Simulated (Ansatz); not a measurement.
AlSn: changing the functional

Space group P-6m2 (No. 187). a = 4.198 Å, b = 4.198 Å, c = 3.307 Å, α = 90.00°, β = 90.00°, γ = 120.00°
```json
{"atom": "Sn", "site": "1b", "symmetry": "-6m2", "x": "0.0000", "y": "0.0000", "z": "0.5000"}
{"atom": "Al", "site": "1e", "symmetry": "-6m2", "x": "0.6667", "y": "0.3333", "z": "0.0000"}
```

The cell comes from a database or a generator and needn't be the stable form of this composition.

Kept alike: task band structure; k mesh 7 × 7 × 8; occupations fermi-dirac, width 0.05 eV; no spin polarisation. Program: Ansatz, all-electron LAPW, scalar-relativistic. The mesh is that of the run's cell of 2 atoms. No spin-orbit coupling.

| run | pressure (GPa) |
| --- | --- |
| A | -3.02 |
| B | -1.79 |
| C | 0.25 |

Pressure is positive in compression. For a metal such a mesh leaves the last digits unconverged.

The runs differ in the functional alone: LDA; PBE; PBEsol. Which run is which?

Run A is LDA; run B is PBEsol; run C is PBE. The pressure runs from -3.02 (LDA) to 0.25 GPa (PBE). From PBE: LDA -3.27; PBEsol -2.04.
